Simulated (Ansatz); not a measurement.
ZrC:
```cif
data_C2Zr2
_chemical_formula_sum 'Zr2 C2'
_space_group_name_H-M_alt 'P63/mmc'
_space_group_IT_number 194
_space_group_name_Hall '-P 6c 2c'
_cell_length_a 3.33314
_cell_length_b 3.33314
_cell_length_c 5.18844
_cell_angle_alpha 90.000
_cell_angle_beta 90.000
_cell_angle_gamma 120.000
loop_
_atom_site_label
_atom_site_type_symbol
_atom_site_symmetry_multiplicity
_atom_site_Wyckoff_symbol
_atom_site_fract_x
_atom_site_fract_y
_atom_site_fract_z
_atom_site_occupancy
Zr1 Zr 2 c 0.33333 0.66667 0.25000 1
C1 C 2 a 0.00000 0.00000 0.00000 1
```

Relaxed with LDA.

Q: Which orbitals make up the states near the Fermi level in the program Ansatz at the LDA level (PAW)?

A: Within 0.5 eV of the Fermi level: Zr 4d 62 %, C 2p 35 %. Projections are on Löwdin-orthogonalised atomic valence shells; empty p or d shells of many metals are not among them.

Q: Tabulate the density of states.

A: States/eV per cell of 4 atoms, in 0.25 eV bins, energy from the Fermi level.

```csv
E (eV),total,Zr 4d,C 2p,Zr 5s
-7.85,0.00,0.00,0.00,0.00
-7.60,0.00,0.00,0.00,0.00
-7.35,0.00,0.00,0.00,0.00
-7.10,0.00,0.00,0.00,0.00
-6.85,0.00,0.00,0.00,0.00
-6.60,0.00,0.00,0.00,0.00
-6.35,0.00,0.00,0.00,0.00
-6.10,0.04,0.01,0.02,0.00
-5.85,0.09,0.03,0.05,0.01
-5.60,0.25,0.09,0.12,0.02
-5.35,0.68,0.23,0.34,0.06
-5.10,0.92,0.32,0.46,0.07
-4.85,1.04,0.35,0.52,0.09
-4.60,2.04,0.75,0.99,0.16
-4.35,1.80,0.64,0.90,0.13
-4.10,2.43,0.83,1.28,0.14
-3.85,3.09,1.02,1.73,0.14
-3.60,3.12,1.07,1.75,0.12
-3.35,3.47,1.48,1.78,0.07
-3.10,3.61,1.53,1.90,0.05
-2.85,4.07,1.72,2.16,0.06
-2.60,3.87,1.59,2.10,0.06
-2.35,2.70,1.08,1.47,0.03
-2.10,3.61,1.37,2.00,0.04
-1.85,4.37,1.74,2.28,0.03
-1.60,1.56,0.76,0.70,0.01
-1.35,1.17,0.60,0.52,0.01
-1.10,1.41,0.81,0.54,0.01
-0.85,1.14,0.66,0.44,0.01
-0.60,0.65,0.41,0.22,0.01
-0.35,0.42,0.27,0.13,0.00
-0.10,0.47,0.31,0.15,0.00
0.15,0.69,0.43,0.24,0.00
0.40,1.16,0.68,0.45,0.01
0.65,1.91,1.03,0.81,0.01
0.90,2.01,1.02,0.91,0.02
1.15,1.71,0.83,0.79,0.01
1.40,1.22,0.74,0.42,0.01
1.65,1.10,0.84,0.20,0.01
1.90,1.23,0.98,0.20,0.01
2.15,1.35,1.08,0.20,0.01
2.40,1.55,1.26,0.21,0.01
2.65,1.75,1.43,0.24,0.01
2.90,1.78,1.48,0.22,0.01
3.15,1.52,1.27,0.17,0.01
3.40,1.99,1.65,0.23,0.02
3.65,2.51,2.03,0.34,0.03
3.90,2.92,2.33,0.42,0.04
4.15,4.30,3.26,0.68,0.11
4.40,3.15,2.32,0.49,0.09
4.65,2.94,2.15,0.44,0.08
```

Space group P6_3/mmc (NiAs type). The first step of the workflow began from a Materials Project structure, measured or hypothetical; the Crystallography Open Database copy checked does not list it. It is not the phase usual at ambient conditions (space group No. 225). The LDA relaxation kept the symmetry of its start; its stability against distortions is not shown here. The run is not spin-polarised. Scalar-relativistic: spin–orbit coupling is off unless named, which matters more the heavier the elements.

Potentials: the later of the program's two PAW sets.
